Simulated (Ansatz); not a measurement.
Tl3VSe4:
```xyz
8
Lattice="-3.8302 3.8302 3.8302 3.8302 -3.8302 3.8302 3.8302 3.8302 -3.8302" Properties=species:S:1:pos:R:3 pbc="T T T"
V      0.0000     0.0000     0.0000
Tl     0.0000     0.0000     3.8302
Tl     3.8302     0.0000     0.0000
Tl     0.0000     3.8302     0.0000
Se     2.5168     2.5168     2.5168
Se    -1.3134     1.3134     1.3134
Se     1.3134     1.3134    -1.3134
Se     1.3134    -1.3134     1.3134
```

PBEsol (plane waves, PAW; program Ansatz) gives a gap of 1.52 eV without spin–orbit coupling, maximum at N, minimum at N.

### Question
What happens when spin–orbit coupling is switched on?

### Answer
The gap falls by 0.03 eV, to 1.49 eV; maximum on the N–Γ line, 3 % of the way from N, minimum on the H–N line, 98 % of the way from H.

Space group I-43m. The first step of the workflow began from a Materials Project structure, measured or hypothetical; the Crystallography Open Database copy checked does not list it. Whether it is the stable phase at ambient conditions was not checked. Symmetry was held in the PBEsol relaxation; whether a distortion lowers the energy is not shown. No spin polarisation was allowed.

Potentials: the later of the program's two PAW sets.
